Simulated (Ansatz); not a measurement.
BaTiO₃ (cubic perovskite)

```xyz
5
Lattice="3.9940 0.0000 0.0000 0.0000 3.9940 0.0000 0.0000 0.0000 3.9940" Properties=species:S:1:pos:R:3 pbc="T T T"
Ba     0.0000     0.0000     0.0000
Ti     1.9970     1.9970     1.9970
O      0.0000     1.9970     1.9970
O      1.9970     1.9970     0.0000
O      1.9970     0.0000     1.9970
```

The slice is a {210} plane (indices of the conventional cell) through the point (0.000, 0.500, 0.500) (fractional), spanned by u = [100] and v = [021] in vectors of this cell: u (3.99 Å) and v (8.93 Å, at 90° to u). It covers one period; positions are fractions (u, v).

Method: r2SCAN (plane waves to 500 eV, PAW, scalar-relativistic; Ansatz, a first-principles code). k mesh 8×8×8. Near the nuclei the fields are pseudised (PAW); where an atom keeps semicore shells as valence, they peak there. BaTiO3 is run without spin polarisation. BaTiO3 was relaxed with its symmetry unable to fall. This is a high-temperature form of BaTiO3.

Q: Around which element is the density of the highest valence band (whole band, smooth part) largest on this plane?

A: O. Mean over a disc round each atom, of radius 0.45 times the shortest bond: O 0.137, Ti 0.004 e/Å³.

Q: Around which element is the density of the lowest conduction band (whole band as if filled, smooth part) largest on this plane?

A: Ti. Mean over a disc round each atom, of radius 0.45 times the shortest bond: Ti 0.150, O 0.021 e/Å³.

Q: Predict the map of the density of the lowest conduction band (whole band as if filled, smooth part) on the slice.

A: 
```
|1100002299666699220000|
|0000001166777766110000|
|0000000011111111000000|
|0000000000000000000000|
|0000000000000000000000|
|0000000000000000000000|
|0000000000000000000000|
|0000000000000000000000|
|0000000000000000000000|
|0000000000000000000000|
|0000000000111100000000|
|0000000011000011000000|
|0000000000111100000000|
|0000000000000000000000|
|0000000000000000000000|
|0000000000000000000000|
|0000000000000000000000|
|0000000000000000000000|
|0000000000000000000000|
|0000000000000000000000|
|0000000011111111000000|
|0000001166777766110000|
|1100002299666699220000|
|0000000000000000000000|
```
Scale: ten equal steps from 0.000 (start of '0') to 0.250 (end of '9'), in the order '0123456789'. Values: density of the lowest conduction band (whole band as if filled, smooth part) in e/Å³. The map has 11 points along u (two characters each, u = 0 at the left) and 24 along v (v = 0 in the bottom row).
